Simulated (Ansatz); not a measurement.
A relaxed cell of Ge₄N is given with its symmetry left out. The cell was found from a structure generator's guess, not taken from experiment.

Level of theory: Ansatz, DFT PBE, scalar-relativistic, plane waves, PAW. Cutoff 420 eV, Γ-centred mesh, Gaussian smearing, no spin polarisation.

```
Ge N
1.0
     4.42734    0.00000    0.00000
     0.00000    4.42734    0.00000
     0.00000    0.00000    4.42734
Ge N
4 1
Direct
  0.00000 0.50000 0.50000
  0.50000 0.00000 0.50000
  0.50000 0.50000 0.00000
  0.00000 0.00000 0.00000
  0.50000 0.50000 0.50000
```

The zero of energy is the elements' standard structures at the same level (N₂ as a molecule); no fitted shifts are applied.

Problem. What space group does it have?

Solution. Pm-3m (No. 221). Conventional cell: a = 4.427 Å. Ge on a site of symmetry 4/mmm has 2 N at 2.21 Å and 12 Ge at 3.13 Å; around Ge on a site of symmetry m-3m lie 12 Ge at 3.13 Å; around N lie 6 Ge at 2.21 Å.

Problem. What is its formation energy per atom?

Solution. +0.67 eV/atom. A positive value: parting into the elements would lower its energy.

Problem. Is it a metal?

Solution. Yes, bands cross the Fermi level on the 8×8×8 mesh.

The last run used an 8×8×8 mesh for its 5-atom cell and Gaussian smearing of 0.10 eV. A structure relaxed within its symmetry needn't be a true minimum.
